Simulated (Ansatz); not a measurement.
MgCdS₂ in space group P4/mmm (No. 123; Mg on 1d, Cd on 1a, S on 1b, S on 1c), LDA in the plane-wave PAW code Ansatz, all energies at zero smearing, with the estimated change up to a 700 eV cutoff added, with one set of potentials and settings (totals compare only within such a set). Cell of 4 atoms (1 Mg, 1 Cd, 2 S): -11762.593 eV.

```
element                reference phase  E (eV/atom)
-------  -----------------------------  -----------
Mg       P6_3/mmc, 2 atoms in the cell   -1901.6031
Cd       P6_3/mmc, 2 atoms in the cell   -8117.8923
S           Fddd, 32 atoms in the cell    -869.4931
```

Formation energy per atom, worked out: (-11762.593 − 1×(-1901.6031) − 1×(-8117.8923) − 2×(-869.4931))/4 = -1.028 eV/atom (-99 kJ per mol of atoms), at 0 K, without zero-point energy or fitted corrections.

The workflow started from a Materials Project entry (that database holds measured and hypothetical structures alike); the Crystallography Open Database copy checked does not list it. With Mg and Cd taken as one species the cell has the higher symmetry Fm-3m, so it may be an ordered model of a mixed-site phase. Whether it is the stable phase at ambient conditions was not checked. The LDA relaxation kept the symmetry of its start; of distortions, only those at the zone centre were tested. The references are the lowest solids computed at this level, not always the standard phases.

Potentials: the later of the program's two PAW sets.
